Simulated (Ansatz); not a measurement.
SrMoO4:
```
CELL_PARAMETERS angstrom
     -2.70563     2.70563     5.99234
      2.70563    -2.70563     5.99234
      2.70563     2.70563    -5.99234
ATOMIC_POSITIONS crystal
  Sr 0.00000 0.00000 0.00000
  Sr 0.75000 0.25000 0.50000
  Mo 0.50000 0.50000 0.00000
  Mo 0.25000 0.75000 0.50000
  O  0.03056 0.43219 0.12582
  O  0.18219 0.55637 0.90162
  O  0.30637 0.90475 0.87418
  O  0.65475 0.28056 0.09838
  O  0.71944 0.81781 0.37418
  O  0.56781 0.69363 0.59838
  O  0.44363 0.34525 0.62582
  O  0.09525 0.96944 0.40162
```

Plane-wave PAW r²SCAN (Ansatz code) gives a gap of 4.16 eV without spin–orbit coupling, maximum at Γ, minimum at Γ.

Task: What happens when spin–orbit coupling is switched on?

Result: The gap hardly moves, to 4.16 eV; maximum at Γ, minimum at Γ.

Task: Give the electron effective mass with spin–orbit coupling.

Result: 1.9, 1.9, 6.5 mₑ (principal values).

Task: Give the hole effective mass with spin–orbit coupling.

Result: 1.9, 1.9, 7.3 mₑ (principal values).

Space group I4_1/a. The workflow started from a Materials Project entry (that database holds measured and hypothetical structures alike); the Crystallography Open Database files this formula in space group No. 88, but the cells were not matched. Whether it is the stable phase at ambient conditions was not checked. The cell was relaxed with r²SCAN under the symmetry of its start; its stability against distortions is not shown here. No spin polarisation was allowed. No Hubbard U is applied.

Potentials: the later of the program's two PAW sets.
